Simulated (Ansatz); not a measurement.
**Kick test of a cell of CaY3**

It was reached by relaxing an invented guess, and it needn't be the stable form of this composition.

Method: DFT PBE, scalar-relativistic, plane waves, PAW (Ansatz 0.2.0). Plane waves to 420 eV, a k mesh through Γ of 12×12×4 on the computed 4-atom cell and Gaussian smearing (0.10 eV); no spin polarisation.

The cell below (4 atoms, space group P-6m2 (No. 187)) is relaxed within its symmetry.

```
Ca Y
1.0
     3.67099    0.00000    0.00000
    -1.83549    3.17917    0.00000
     0.00000    0.00000   11.85193
Ca Y
1 3
Direct
  0.33333 0.66667 0.50000
  0.00000 0.00000 0.76377
  0.33333 0.66667 0.00000
  0.00000 0.00000 0.23623
```

For the test a repeat of it with 8 atoms (edges 3.67, 3.67, 23.70 Å) was strained at random (σ = 1.5 % a component), the atoms were moved at random (σ = 0.05 Å), and all was relaxed again on a coarse 6×6×1 mesh (in the run’s order of axes) with 0.20 eV smearing, with no symmetry imposed.

The cell is a metal run without spin; a magnetic state may lie lower.

Task: Does it come back?

Result: It returns, within 1 meV/atom of the unmoved cell on that mesh and with the same symmetry when read at 0.1 Å (Cc at 0.01 Å, so small strains and shifts remain). So it is stable against the distortions that fit this cell and that this random move excites. Modes that don't fit the cell aren't tested.
